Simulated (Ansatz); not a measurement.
ZnGaNO:
```
CELL_PARAMETERS angstrom
      3.23681     0.00000     0.00000
     -1.61840     2.80316     0.00000
      0.00000     0.00000    20.72555
ATOMIC_POSITIONS crystal
  Ga 0.33333 0.66667 0.00090
  N  0.33333 0.66667 0.09277
  Ga 0.66667 0.33333 0.12655
  N  0.66667 0.33333 0.21814
  Ga 0.33333 0.66667 0.25170
  N  0.33333 0.66667 0.34334
  Ga 0.66667 0.33333 0.37716
  N  0.66667 0.33333 0.46893
  Zn 0.33333 0.66667 0.49565
  O  0.33333 0.66667 0.59785
  Zn 0.66667 0.33333 0.61878
  O  0.66667 0.33333 0.72077
  Zn 0.33333 0.66667 0.74148
  O  0.33333 0.66667 0.84400
  Zn 0.66667 0.33333 0.86399
  O  0.66667 0.33333 0.97057
```

Relaxed with r²SCAN. Special points in fractions of this cell's reciprocal vectors: Γ (0.000, 0.000, 0.000); M (0.500, 0.000, 0.000); K (0.333, 0.333, 0.000); A (0.000, 0.000, 0.500); L (0.500, 0.000, 0.500); H (0.333, 0.333, 0.500).

Task: List the band energies nearest the Fermi level at these points for r²SCAN in the plane-wave PAW code Ansatz.

Result: In eV from the Fermi level; about four levels below and three above (degenerate sets whole), none deeper than 8.9 eV; points with the same levels are listed once.

| k | below | above |
|---|---|---|
| Γ | -1.57 -1.57 -1.47 -1.47 | 0.28 0.58 0.58 |
| M | -2.72 -2.54 -2.01 -0.93 | 1.06 2.19 3.02 |
| K | -3.25 -2.73 -2.35 -2.00 | 2.85 3.26 4.45 |
| A | -1.57 -1.57 -1.47 -1.47 -1.33 | 0.13 0.58 0.58 |
| L | -2.72 -2.54 -2.01 -0.93 | 1.06 2.18 3.02 |
| H | -3.24 -2.73 -2.35 -2.00 | 2.85 3.26 4.45 |

Space group P3m1. The start of the workflow was typed in or built on a structure type; the Crystallography Open Database copy checked does not list it. Whether it is the stable phase at ambient conditions was not checked. The r²SCAN relaxation kept the symmetry of its start; whether a distortion lowers the energy is not shown. Scalar-relativistic: spin–orbit coupling is off unless named, which matters more the heavier the elements.

Potentials: the earlier of the program's two PAW sets.
